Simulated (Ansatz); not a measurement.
SnBi:
```
CELL_PARAMETERS angstrom
     -3.01264     3.01264     1.60858
      3.01264    -3.01264     1.60858
      3.01264     3.01264    -1.60858
ATOMIC_POSITIONS crystal
  Sn 0.00000 0.00000 0.00000
  Bi 0.75000 0.25000 0.50000
```

Relaxed with LDA. Special points in fractions of this cell's reciprocal vectors: Γ (0.000, 0.000, 0.000); X (0.000, 0.000, 0.500); M (-0.500, 0.500, 0.500); Z (0.321, 0.321, -0.321); Z0 (-0.321, 0.679, 0.321); P (0.250, 0.250, 0.250); N (0.000, 0.500, 0.000).

Task: List the band energies nearest the Fermi level at these points for LDA (plane waves, PAW; program Ansatz).

Result: In eV from the Fermi level; about four levels below and three above (degenerate sets whole), none deeper than 8.9 eV; points with the same levels are listed once.

```csv
k,below,above
Γ,-6.11 -2.69 -2.69,2.86 4.83 4.83
X,-0.72,0.09 0.30 0.38
M,-7.69 -5.14 -5.14,3.89 4.86 7.47 7.47
Z,-6.15 -3.54 -3.27 -3.27,1.29 4.71 4.71
P,-6.21 -4.32 -3.62,2.28 2.40 2.59
N,-6.14 -3.56 -2.35 -1.75,1.74 2.00 3.39
```

Space group I-4m2. The first step of the workflow began from a Materials Project structure, measured or hypothetical; the Crystallography Open Database copy checked does not list it. With Sn and Bi taken as one species the cell has the higher symmetry I4_1/amd, so it may be an ordered model of a mixed-site phase. Its standing as an ambient phase is unchecked. Symmetry was held in the LDA relaxation; whether a distortion lowers the energy is not shown. Spin–orbit coupling is left out wherever it is not named.

Potentials: the later of the program's two PAW sets.
